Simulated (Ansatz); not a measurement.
**As (A7): a workflow**

**The experiment.** The Crystallography Open Database holds a measured cell of trigonal As (space group R-3m) at 4.2 K (1969, doi:10.1107/S0021889869006443): a, c = 3.760, 10.441 Å, 21.30 Å³/atom.

Method: PBEsol, scalar-relativistic; no spin polarisation; PAW, 420 eV, Γ-centred 14×14×14 mesh, 0.05 eV Gaussian smearing; code Ansatz. The datasets are Ansatz's generated set soft_2.

The first cell, 0 % over the database's volume:

```
As
1.0
     1.87975    1.08527    3.48577
    -1.87975    1.08527    3.48577
     0.00000   -2.17055    3.48577
As
2
Direct
  0.22754 0.22754 0.22754
  0.77246 0.77246 0.77246
```

The runs in order:

| run | level | k-mesh | kind | V (Å³/atom) | P (GPa) | E − E(final) (meV/atom) | gap on the mesh (eV) |
| --- | --- | --- | --- | --- | --- | --- | --- |
| 1 | PBEsol | 14×14×14 | cell and atoms relaxed | 20.85 | 0.0 | 0.0 | metal |

Cell and atoms are those of this level's equilibrium.

The final structure (symmetry read at 0.01 Å). Symmetry: R-3m, No. 166, trigonal system. Conventional cell: a = 3.781 Å, b = 3.781 Å, c = 10.101 Å, α = 90.00°, β = 90.00°, γ = 120.00°. Around As (site symmetry 3m) lie 3 As at 2.53 Å. (Neighbours are counted to 15 % beyond the shortest distance.)

- At the final geometry the gap, band path included, is zero (metallic).
- The runs in the table took roughly 1.8 core-minutes.

**Against experiment.** PBEsol gives 3.781, 10.101 Å and 20.85 Å³/atom, −2.1 % in volume (−0.7 % in length) from the database's cell. The axes miss by +0.6 %, −3.3 %, so errors cancel in the volume. PBEsol was built to cure PBE's overestimate of volumes, and the static lattice lacks thermal expansion.

The structure is built of weakly bound bilayers, and this functional has no dispersion term, so their spacing and all that hangs on it (volume, the soft elastic constants, low modes, dielectric constants) are poorly given.
